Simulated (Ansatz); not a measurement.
AlBAs2 as one 8-atom ordering (I-42d) on the zincblende lattice: a relaxation of cell and atoms in the PAW code Ansatz (PBE). The starting cell was estimated from covalent radii.

```yaml
crystal:
  lattice:
    - [-2.5207690103, 2.5207690103, 5.0415380206]
    - [2.5207690103, -2.5207690103, 5.0415380206]
    - [2.5207690103, 2.5207690103, -5.0415380206]
  atoms:
    - { symbol: B, position: [0.0, 0.0, 0.0] }
    - { symbol: As, position: [0.375, 0.375, 0.5] }
    - { symbol: B, position: [0.75, 0.25, 0.5] }
    - { symbol: As, position: [0.125, 0.625, 0.0] }
    - { symbol: Al, position: [0.5, 0.5, 0.0] }
    - { symbol: As, position: [0.875, 0.875, 0.5] }
    - { symbol: Al, position: [0.25, 0.75, 0.5] }
    - { symbol: As, position: [0.625, 0.125, 0.0] }
kpoints:
  mp_grid: { grid: [6, 6, 6] }
hamiltonian:
  xc: pbe
scf:
  occupations: { method: fermi_dirac, width: 0.02 }
relax:
  f_tol: 0.005
  cell: {}
```

The trajectory has 9 recorded frames, each with positions in Å and forces in eV/Å. The last, and any step after a large change of cell, is solved on a basis re-selected at its cell; pressure is positive in compression.

Step 1: energy 0.0 meV/atom from step 1, largest force component 5.070 eV/Å, pressure +22.96 GPa
```xyz
8
Lattice="-2.5208 2.5208 5.0415 2.5208 -2.5208 5.0415 2.5208 2.5208 -5.0415" Properties=species:S:1:pos:R:3:forces:R:3 pbc="T T T"
B     0.0000    0.0000    0.0000    0.0000    0.0000    0.0000
As    1.2604    1.2604    1.2604   -5.0700    0.0000    0.0000
B     0.0000    2.5208    2.5208    0.0000    0.0000    0.0000
As    1.2604   -1.2604    3.7812    0.0000   -5.0700    0.0000
Al    0.0000    0.0000    5.0415    0.0000    0.0000    0.0000
As    1.2604    1.2604    6.3019    5.0700    0.0000    0.0000
Al    2.5208    0.0000    2.5208    0.0000    0.0000    0.0000
As   -1.2604    1.2604    3.7812    0.0000    5.0700    0.0000
```

Step 2: energy -417.9 meV/atom from step 1, largest force component 1.110 eV/Å, pressure +4.31 GPa
```xyz
8
Lattice="-2.5887 2.5887 5.2600 2.5887 -2.5887 5.2600 2.5887 2.5887 -5.2600" Properties=species:S:1:pos:R:3:forces:R:3 pbc="T T T"
B     0.0000    0.0000    0.0000    0.0000    0.0000    0.0000
As    1.0923    1.2944    1.3150   -1.1104    0.0000    0.0000
B     0.0000    2.5887    2.6300    0.0000    0.0000    0.0000
As    1.2944   -1.4964    3.9450    0.0000   -1.1104    0.0000
Al    0.0000    0.0000    5.2600    0.0000    0.0000    0.0000
As    1.4964    1.2944    6.5751    1.1104    0.0000    0.0000
Al    2.5887    0.0000    2.6300    0.0000    0.0000    0.0000
As   -1.2944    1.4964    3.9450    0.0000    1.1104    0.0000
```

Step 3: energy -455.7 meV/atom from step 1, largest force component 0.183 eV/Å, pressure +0.46 GPa
```xyz
8
Lattice="-2.6889 2.6889 5.0140 2.6889 -2.6889 5.0140 2.6889 2.6889 -5.0140" Properties=species:S:1:pos:R:3:forces:R:3 pbc="T T T"
B     0.0000    0.0000    0.0000    0.0000    0.0000    0.0000
As    1.0635    1.3445    1.2535   -0.1832    0.0000    0.0000
B     0.0000    2.6889    2.5070    0.0000    0.0000    0.0000
As    1.3445   -1.6254    3.7605    0.0000   -0.1832    0.0000
Al    0.0000    0.0000    5.0140    0.0000    0.0000    0.0000
As    1.6254    1.3445    6.2675    0.1832    0.0000    0.0000
Al    2.6889    0.0000    2.5070    0.0000    0.0000    0.0000
As   -1.3445    1.6254    3.7605    0.0000    0.1832    0.0000
```

Step 4: energy -458.5 meV/atom from step 1, largest force component 0.006 eV/Å, pressure +0.41 GPa
```xyz
8
Lattice="-2.6710 2.6710 5.0887 2.6710 -2.6710 5.0887 2.6710 2.6710 -5.0887" Properties=species:S:1:pos:R:3:forces:R:3 pbc="T T T"
B     0.0000    0.0000    0.0000    0.0000    0.0000    0.0000
As    1.0449    1.3355    1.2722   -0.0062    0.0000    0.0000
B     0.0000    2.6710    2.5443    0.0000    0.0000    0.0000
As    1.3355   -1.6260    3.8165    0.0000   -0.0062    0.0000
Al    0.0000    0.0000    5.0887    0.0000    0.0000    0.0000
As    1.6260    1.3355    6.3608    0.0062    0.0000    0.0000
Al    2.6710    0.0000    2.5443    0.0000    0.0000    0.0000
As   -1.3355    1.6260    3.8165    0.0000    0.0062    0.0000
```

Step 5: energy -458.6 meV/atom from step 1, largest force component 0.012 eV/Å, pressure -0.04 GPa
```xyz
8
Lattice="-2.6704 2.6704 5.1168 2.6704 -2.6704 5.1168 2.6704 2.6704 -5.1168" Properties=species:S:1:pos:R:3:forces:R:3 pbc="T T T"
B     0.0000    0.0000    0.0000    0.0000    0.0000    0.0000
As    1.0460    1.3352    1.2792   -0.0124    0.0000    0.0000
B     0.0000    2.6704    2.5584    0.0000    0.0000    0.0000
As    1.3352   -1.6244    3.8376    0.0000   -0.0124    0.0000
Al    0.0000    0.0000    5.1168    0.0000    0.0000    0.0000
As    1.6244    1.3352    6.3960    0.0124    0.0000    0.0000
Al    2.6704    0.0000    2.5584    0.0000    0.0000    0.0000
As   -1.3352    1.6244    3.8376    0.0000    0.0124    0.0000
```

Step 6: energy -458.6 meV/atom from step 1, largest force component 0.000 eV/Å, pressure 0.00 GPa
```xyz
8
Lattice="-2.6706 2.6706 5.1135 2.6706 -2.6706 5.1135 2.6706 2.6706 -5.1135" Properties=species:S:1:pos:R:3:forces:R:3 pbc="T T T"
B     0.0000    0.0000    0.0000    0.0000    0.0000    0.0000
As    1.0450    1.3353    1.2784   -0.0005    0.0000    0.0000
B     0.0000    2.6706    2.5567    0.0000    0.0000    0.0000
As    1.3353   -1.6256    3.8351    0.0000   -0.0005    0.0000
Al    0.0000    0.0000    5.1135    0.0000    0.0000    0.0000
As    1.6256    1.3353    6.3919    0.0005    0.0000    0.0000
Al    2.6706    0.0000    2.5567    0.0000    0.0000    0.0000
As   -1.3353    1.6256    3.8351    0.0000    0.0005    0.0000
```

Step 7: energy -460.2 meV/atom from step 1, largest force component 0.001 eV/Å, pressure +0.11 GPa
```xyz
8
Lattice="-2.6706 2.6706 5.1135 2.6706 -2.6706 5.1135 2.6706 2.6706 -5.1135" Properties=species:S:1:pos:R:3:forces:R:3 pbc="T T T"
B     0.0000    0.0000    0.0000    0.0000    0.0000    0.0000
As    1.0450    1.3353    1.2784   -0.0007    0.0000    0.0000
B     0.0000    2.6706    2.5567    0.0000    0.0000    0.0000
As    1.3353   -1.6256    3.8351    0.0000   -0.0007    0.0000
Al    0.0000    0.0000    5.1135    0.0000    0.0000    0.0000
As    1.6256    1.3353    6.3919    0.0007    0.0000    0.0000
Al    2.6706    0.0000    2.5567    0.0000    0.0000    0.0000
As   -1.3353    1.6256    3.8351    0.0000    0.0007    0.0000
```

Step 8: energy -460.2 meV/atom from step 1, largest force component 0.001 eV/Å, pressure +0.01 GPa
```xyz
8
Lattice="-2.6722 2.6722 5.1126 2.6722 -2.6722 5.1126 2.6722 2.6722 -5.1126" Properties=species:S:1:pos:R:3:forces:R:3 pbc="T T T"
B     0.0000    0.0000    0.0000    0.0000    0.0000    0.0000
As    1.0457    1.3361    1.2782   -0.0006    0.0000    0.0000
B     0.0000    2.6722    2.5563    0.0000    0.0000    0.0000
As    1.3361   -1.6266    3.8345    0.0000   -0.0006    0.0000
Al    0.0000    0.0000    5.1126    0.0000    0.0000    0.0000
As    1.6266    1.3361    6.3908    0.0006    0.0000    0.0000
Al    2.6722    0.0000    2.5563    0.0000    0.0000    0.0000
As   -1.3361    1.6266    3.8345    0.0000    0.0006    0.0000
```

Step 9: energy -460.2 meV/atom from step 1, largest force component 0.001 eV/Å, pressure +0.01 GPa
```xyz
8
Lattice="-2.6722 2.6722 5.1126 2.6722 -2.6722 5.1126 2.6722 2.6722 -5.1126" Properties=species:S:1:pos:R:3:forces:R:3 pbc="T T T"
B     0.0000    0.0000    0.0000    0.0000    0.0000    0.0000
As    1.0457    1.3361    1.2782   -0.0006    0.0000    0.0000
B     0.0000    2.6722    2.5563    0.0000    0.0000    0.0000
As    1.3361   -1.6266    3.8345    0.0000   -0.0006    0.0000
Al    0.0000    0.0000    5.1126    0.0000    0.0000    0.0000
As    1.6266    1.3361    6.3908    0.0006    0.0000    0.0000
Al    2.6722    0.0000    2.5563    0.0000    0.0000    0.0000
As   -1.3361    1.6266    3.8345    0.0000    0.0006    0.0000
```

In 7 steps the volume changed by +14.0 %; between the first SCF and the last, each on a basis chosen for its cell, the energy fell by 460 meV an atom. Final cell: space group I-42d (No. 122), tetragonal; conventional cell a = 5.344 Å, c = 10.225 Å, 18.25 Å³ an atom. B has 4 As at 2.12 Å; As has 2 B at 2.12 Å and 2 Al at 2.46 Å; Al has 4 As at 2.46 Å.

Command: `ansatz run input.yaml --threads 4 --pin off --max-ram 6451MiB --backend cpu --events-out ev --progress --plain --runs-dir out`. It took 55 s on 4 threads of Intel(R) Xeon(R) Processor @ 2.50GHz (Skylake/Cascade Lake), on a shared host, load about 0.9 per core; peak host memory 0.57 GiB.

The cell comes from a prototype generator: it can be a known phase or a hypothetical one. Spin polarisation is off.
